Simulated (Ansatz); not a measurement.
CaCu₂Si₂: enthalpy against pressure

CaCu₂Si₂, I4/mmm, a = 4.033 Å, c = 9.861 Å. The structure is a COD entry; whether it is the stable form wasn't checked. Ansatz: r2SCAN, PAW, 500 eV, Γ-centred 12×12×12 mesh on 5 atoms, Gaussian smearing 0.10 eV; no spin polarisation. Cell and atoms are relaxed at each pressure, and no other structure is tried, so the rows at high pressure may lie past a change of phase. y is the enthalpy over the state at zero pressure; there V0 = 16.041 Å³/atom. The pressures are the targets, met within 0.04 GPa.

| P (GPa) | y (eV/atom) |
| --- | --- |
| -1.0 | -0.1007 |
| 0.0 | 0.0000 |
| 1.0 | 0.0997 |
| 4.0 | 0.3932 |
| 12.0 | 1.1421 |
| 25.0 | ? |
| 50.0 | 4.2758 |

Fit y = c1 P + c2 P² + c3 P³ to the other rows, say what c1 and c2 mean, and predict the missing value.

Least squares on the rows shown. y = 0.10006 P − 0.00044342 P² + 3.0528×10⁻⁶ P³. Since dH/dP = V, c1 is V0: 0.10006 eV/GPa × 160.2 = 16.030 Å³ against 16.041; c2 = −V0/(2B0) gives B0 = 113 GPa, where a Birch–Murnaghan fit to the volumes of the same runs (not shown) gives 101 GPa: a cubic over this range folds the higher terms into c2. Above P = −c2/(3 c3) = 48 GPa the cubic's slope, the volume, would rise with pressure, so the form fails there. At P = 25.0 the fit asked for gives 2.2721 eV/atom. The run gave 2.2790 eV/atom, so the fit is 0.0069 eV/atom too low, 0.16 % of the span of the series, against an rms of 0.0002 eV/atom on the fitted rows. With a term in P⁴ added, a fit to the same known rows predicts 2.2858 eV/atom, which misses by about as much or more on the other side: the known rows don't fix the higher terms. Also, this row ran on the mesh 14×14×14, its neighbour on 12×12×12, which can shift it a little.

The mesh isn't the same in all rows (12×12×12, 14×14×14).